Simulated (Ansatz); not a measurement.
# Pb (diamond): energy against volume

These are results of DFT, PBEsol, plane waves (420 eV) with PAW, scalar-relativistic (Ansatz 0.2.0), not measurements. (PAW data from PBE, frozen cores regenerated.)

The cell is scaled uniformly from the relaxed one, with fractional coordinates and shape fixed. Energies are extrapolated to zero smearing, pressures are those at the given smearing. Magnetic state: spin not included.

A Birch-Murnaghan fit gives V₀ = 41.17 Å³/atom, B₀ = 30 GPa, B₀′ = 4.8.

Q: What are the energy above the minimum and the pressure at 37.985 Å³/atom?

A: 27.4 meV/atom and 3.03 GPa as computed.

Q: What are the energy above the minimum and the pressure at 42.939 Å³/atom?

A: 6.7 meV/atom and -1.10 GPa as computed.

Q: What are the energy above the minimum and the pressure at 46.242 Å³/atom?

A: 47.4 meV/atom and -2.62 GPa as computed.
